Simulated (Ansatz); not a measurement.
Here is the system:

MgS:
```xyz
2
Lattice="0.0000 2.6149 2.6149 2.6149 0.0000 2.6149 2.6149 2.6149 0.0000" Properties=species:S:1:pos:R:3 pbc="T T T"
Mg     0.0000     0.0000     0.0000
S      2.6149     2.6149     2.6149
```

This is the PBE-relaxed structure.

Question: All from PBE in the plane-wave PAW code Ansatz, unless another level is named. Predict the electron effective mass.

Answer: 0.29, 0.29, 0.52 mₑ (principal values).

Question: What about the valence-band maximum?

Answer: at Γ.

Question: What about the conduction-band minimum?

Answer: at X (3 equivalent valleys).

Question: Give the weight of the conduction-edge state by species (Voronoi cells).

Answer: Mg 69 %, S 31 %.

Space group Fm-3m (rock salt). The cell was relaxed with PBE under the symmetry of its start; phonons on a q-mesh show no instability.

Potentials: the later of the program's two PAW sets.

Edges and masses are those of Kohn–Sham bands, whose gap is no quasiparticle gap.
